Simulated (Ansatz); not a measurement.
The relaxed structure here is a generated cell of La2O3: the first start was made by a random draw of sites in a space group, and the end was not matched to a known phase here, so it may be hypothetical. Known forms of La2O3 include space group No. 164.

One stationary structure of La2O3. Space group P2₁ (No. 4). Level of theory: r2SCAN (plane waves to 500 eV, PAW, scalar-relativistic; Ansatz, a quantum-chemistry and plane-wave program).

```cif
data_La4O6
_chemical_formula_sum 'La4 O6'
_space_group_name_H-M_alt 'P 1'
_space_group_IT_number 1
_cell_length_a 4.44134
_cell_length_b 4.37261
_cell_length_c 9.42567
_cell_angle_alpha 90.000
_cell_angle_beta 96.318
_cell_angle_gamma 90.000
loop_
_space_group_symop_operation_xyz
  'x, y, z'
loop_
_atom_site_label
_atom_site_type_symbol
_atom_site_fract_x
_atom_site_fract_y
_atom_site_fract_z
_atom_site_occupancy
La1 La 0.28361 0.46399 0.63058 1
La2 La 0.13050 0.48322 0.14980 1
La3 La 0.86950 0.98322 0.85020 1
La4 La 0.71639 0.96399 0.36942 1
O1 O 0.03342 0.47885 0.89541 1
O2 O 0.65093 0.45231 0.25254 1
O3 O 0.77736 0.31900 0.57882 1
O4 O 0.96658 0.97885 0.10459 1
O5 O 0.34907 0.95231 0.74746 1
O6 O 0.22264 0.81900 0.42118 1
```

```yaml
volume_per_atom: 18.19 Å³
band_gap: 3.75 eV, indirect (valence top at k = (0.375, 0, -0.25), conduction bottom at Γ) (no spin-orbit coupling)
smallest_direct_gap: 4.02 eV at Γ
shortest_distances: La–O 2.31 Å; O–O 2.94 Å; La–La 3.60 Å
k-mesh: 8×8×4
```

Band energies at high-symmetry points (eV from the VBM; labels of this space group; no spin-orbit coupling), from −5 eV up to 5.3 eV:

```json
[
 {"point": "Γ", "energies": "-2.65 -2.21 -2.16 -1.88 -1.65 -1.52 -1.30 -1.24 -1.21 -1.00 -0.96 -0.86 -0.76 -0.69 -0.46 -0.44 -0.31 -0.26 3.75 4.60 4.87 4.97 5.12 5.28"},
 {"point": "Z", "energies": "-2.21 -2.21 -1.96 -1.96 -1.81 -1.81 -1.54 -1.54 -1.36 -1.36 -0.96 -0.96 -0.79 -0.79 -0.62 -0.62 -0.25 -0.25 4.29 4.29 4.91 4.91"},
 {"point": "D", "energies": "-2.29 -2.29 -2.03 -2.03 -1.74 -1.74 -1.49 -1.49 -1.35 -1.35 -0.93 -0.93 -0.86 -0.86 -0.46 -0.46 -0.33 -0.33 4.31 4.31 4.90 4.90 5.33 5.33"},
 {"point": "B", "energies": "-2.69 -2.22 -2.06 -1.93 -1.65 -1.46 -1.45 -1.24 -1.09 -0.99 -0.89 -0.85 -0.78 -0.65 -0.54 -0.50 -0.34 -0.29 4.24 4.39 4.74 4.98 5.14 5.32"},
 {"point": "A", "energies": "-2.24 -2.23 -2.16 -2.13 -1.99 -1.98 -1.64 -1.54 -1.38 -1.35 -1.06 -0.97 -0.76 -0.74 -0.68 -0.48 -0.36 -0.02 4.10 4.14 4.98 5.08 5.15"},
 {"point": "E", "energies": "-2.49 -2.49 -1.98 -1.98 -1.76 -1.76 -1.64 -1.64 -1.44 -1.44 -1.05 -1.05 -0.89 -0.89 -0.71 -0.71 -0.45 -0.45 4.66 4.66 5.05 5.05"},
 {"point": "C2", "energies": "-2.26 -2.26 -2.18 -2.18 -1.80 -1.80 -1.68 -1.68 -1.37 -1.37 -1.06 -1.06 -0.89 -0.89 -0.70 -0.70 -0.46 -0.46 4.68 4.68 5.08 5.08 5.29 5.29"},
 {"point": "Y2", "energies": "-2.33 -2.23 -2.16 -2.08 -1.97 -1.88 -1.57 -1.57 -1.41 -1.25 -1.24 -1.13 -0.83 -0.74 -0.63 -0.47 -0.13 -0.06 4.07 4.11 4.93 5.13 5.17"}
]
```

No spin polarisation in the result.

It was reached from a disturbed copy of a Pm-3m (No. 221) cell, against which it lies -0.792 eV/atom.
